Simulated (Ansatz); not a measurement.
Input:

AlCo (CsCl type), conventional cell a = b = c = 2.823 Å, α = β = γ = 90.00°. The calculation uses the primitive cell of 2 atoms, to which meshes and values per cell refer.

The volume is varied about the relaxed value V₀ at fixed cell shape. Symmetry pins the atoms to their sites.

Computed with PBEsol (plane waves to 420 eV, PAW, scalar-relativistic; Ansatz, a first-principles code). k mesh 17×17×17 (Γ-centred), Fermi-Dirac smearing 0.05 eV. E stands for the smeared free energy. Stress and pressure are positive under compression. AlCo is run without spin polarisation. AlCo was relaxed with its symmetry unable to fall. ΔE is measured from the relaxed starting cell.

The scan covers V/V₀ from 0.900 to 1.100 in 13 points.

Task: What bulk modulus B₀ follows from a third-order Birch-Murnaghan fit?

Result: 194 GPa.

Task: What is the fitted pressure derivative B₀′?

Result: 4.3.

(Under strain, the slope of the energy per volume gives the stress and its curvature an elastic modulus.)
